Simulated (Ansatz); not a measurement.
All numbers below come from DFT PBE, scalar-relativistic, plane waves, PAW, and for the lanthanide a 4f-in-core norm-conserving potential, in Ansatz 0.2.0. Settings: cutoff 690 eV, Γ-centred meshes spaced at most about 0.3 Å⁻¹ (2π included), Gaussian smearing. No spin polarisation in the final relaxations.

All energies are static (0 K, no zero-point motion).

Two relaxed structures of NaTbBr₄:

A.

```
CELL_PARAMETERS angstrom
4.13988 -3.44429 0.00000
4.13988 3.44429 0.00000
-3.54700 0.00000 7.41878
ATOMIC_POSITIONS crystal
Na 0.91578 0.08422 0.50000
Tb 0.59862 0.40138 0.00000
Br 0.02956 0.49037 0.89710
Br 0.50963 0.97044 0.10290
Br 0.94920 0.49566 0.34455
Br 0.50434 0.05080 0.65545
```

B.

```
CELL_PARAMETERS angstrom
7.43846 0.00000 0.00000
0.00000 7.43846 0.00000
0.00000 0.00000 3.75410
ATOMIC_POSITIONS crystal
Na 0.50000 0.50000 0.50000
Tb 0.00000 0.00000 0.00000
Br 0.22413 0.77587 0.50000
Br 0.77587 0.22413 0.50000
Br 0.22413 0.22413 0.50000
Br 0.77587 0.77587 0.50000
```

Problem. Which is lower in energy, and by how much?

Solution. A is lower, by 182 meV/atom. A has space group C2 (No. 5), 35.3 Å³/atom and a gap of 3.65 eV on its mesh; B has space group P4/mmm (No. 123), 34.6 Å³/atom and a gap of 1.19 eV. Counting Br atoms around Na and Tb (those within 1.25 times the shortest such distance or 1.15 times the sum of covalent radii, 1.27 where that leaves under three), A has Na 6, Tb 6 and B has Na 4, Tb 8. In A, around Na lie 4 Br at 2.96–3.00 Å and 2 Br at 3.20 Å; Tb is surrounded by 6 Br at 2.77–2.89 Å; around Br on its first site lie 2 Tb at 2.88–2.89 Å and 1 Na at 3.20 Å; 1 more site not described. In B, Na is surrounded by 4 Br at 2.90 Å; around Tb lie 8 Br at 3.01 Å and 2 Tb at 3.75 Å; Br has 1 Na at 2.90 Å, 2 Tb at 3.01 Å and 2 Br at 3.33 Å. Both come from invented guesses.

Kohn–Sham gaps at this level usually fall short of measured ones. Cells relaxed within their symmetry can be saddle points.

The lanthanide is trivalent by construction, without f bands, f moments or other valences.
